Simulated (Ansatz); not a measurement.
## W (omega (AlB2-type)): energy against volume

All numbers below come from Ansatz 0.2.0, DFT, PBEsol, plane waves (420 eV) with PAW, scalar-relativistic. (PAW data from PBE, frozen cores regenerated.)

The cell is scaled uniformly from the relaxed one, with fractional coordinates and shape fixed. Energies are extrapolated to zero smearing, pressures are those at the given smearing. Magnetic state: spin not included.

A Birch-Murnaghan fit gives V₀ = 16.06 Å³/atom, B₀ = 296 GPa, B₀′ = 4.1.

Problem. What are the energy above the minimum and the pressure at 14.781 Å³/atom?

Solution. 109.0 meV/atom and 29.38 GPa as computed.

Problem. What are the energy above the minimum and the pressure at 17.352 Å³/atom?

Solution. 83.5 meV/atom and -19.23 GPa as computed.

Problem. What are the energy above the minimum and the pressure at 17.995 Å³/atom?

Solution. 176.1 meV/atom and -26.27 GPa as computed.
